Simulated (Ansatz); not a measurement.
Here is the system:

K₅Te₃:
```
CELL_PARAMETERS angstrom
     -6.66169     6.66169     3.07827
      6.66169    -6.66169     3.07827
      6.66169     6.66169    -3.07827
ATOMIC_POSITIONS crystal
  K  0.25000 0.75000 0.50000
  K  0.75000 0.25000 0.50000
  K  0.41162 0.72032 0.13195
  K  0.58838 0.27968 0.86805
  K  0.27968 0.41162 0.69130
  K  0.72032 0.58838 0.30870
  K  0.77597 0.09005 0.86602
  K  0.22403 0.90995 0.13398
  K  0.90995 0.77597 0.68591
  K  0.09005 0.22403 0.31409
  Te 0.15639 0.65653 0.81292
  Te 0.84361 0.34347 0.18708
  Te 0.34347 0.15639 0.49986
  Te 0.65653 0.84361 0.50014
  Te 0.23155 0.23155 0.00000
  Te 0.76845 0.76845 0.00000
```

This is the LDA-relaxed structure.

All from DFT-LDA in the program Ansatz with PAW potentials, unless another level is named. Predict the electronic character.

no gap, with almost no states at the Fermi level (zero-gap or semimetallic).

Give the formation energy from the elements (no fitted shifts).

-1.01 eV/atom.

Space group I4/m. The first step of the workflow began from a Materials Project structure, measured or hypothetical; the Crystallography Open Database files this formula in space group No. 87, but the cells were not matched. Its standing as an ambient phase is unchecked. The cell keeps a stress of up to 0.2 GPa. The cell was relaxed with LDA under the symmetry of its start; whether a distortion lowers the energy is not shown. The references are the lowest solids computed at this level, not always the standard phases. Scalar-relativistic: spin–orbit coupling is off unless named, which matters more the heavier the elements.

Potentials: the later of the program's two PAW sets.
